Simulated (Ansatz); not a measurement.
Relaxed-ion elastic tensor of Nb2PC in space group P6_3/mmc (No. 194; Nb on 4f, P on 2d, C on 2a) in GPa (Voigt order), r²SCAN in the plane-wave PAW code Ansatz; density 6.95 g/cm³, 13.66 Å³ per atom.

```
382  120  171  0.0  0.0  0.0
120  382  171  0.0  0.0  0.0
171  171  414  0.0  0.0  0.0
0.0  0.0  0.0  195  0.0  0.0
0.0  0.0  0.0  0.0  195  0.0
0.0  0.0  0.0  0.0  0.0  131
```

Question: Is the crystal mechanically stable?

Answer: Yes: the smallest eigenvalue of C is 131 GPa.

Question: Work out the Voigt, Reuss and Hill averages.

Answer: K_V = 234, K_R = 231, K_H = 232; G_V = 152, G_R = 143, G_H = 148 GPa.

Question: Give Young's modulus, Poisson's ratio, Pugh's ratio and the universal anisotropy index.

Answer: E = 9KG/(3K + G) = 366 GPa; ν = 0.24; K/G = 1.57 (brittle by the Pugh limit of 1.75); A_U = 5G_V/G_R + K_V/K_R − 6 = 0.32.

Question: Estimate the sound speeds and the Debye temperature.

Answer: v_l = √((K + 4G/3)/ρ) = 7860 m/s, v_t = √(G/ρ) = 4610 m/s, mean 5110 m/s; Θ = (h/k)(3n/4πV)^(1/3) v_m = 636 K.

Question: Solve the Christoffel equation for the three sound speeds along x, y, z.

Answer: Eigenvalues of C_ijkl n_j n_l equal ρv². In km/s, slowest first: x 4.34, 5.30, 7.41; y 4.34, 5.30, 7.41; z 5.30, 5.30, 7.72.

Question: How much does each axis shrink under pressure?

Answer: Linear compressibilities β_i = Σ_j S_ij (j = 1 to 3): x 1.6, y 1.6, z 1.1 per TPa.

The workflow started from a Materials Project entry (that database holds measured and hypothetical structures alike); the Crystallography Open Database copy checked does not list it. Its standing as an ambient phase is unchecked. The cell was relaxed with r²SCAN under the symmetry of its start; whether a distortion lowers the energy is not shown. No spin polarisation was allowed. As this level gives no gap, shear constants depend on the k-mesh and smearing (Fermi–Dirac, 0.1 eV here). On the denser mesh and wider smearing of the elastic run this cell carries a stress of 0.3 GPa.

Potentials: the later of the program's two PAW sets.
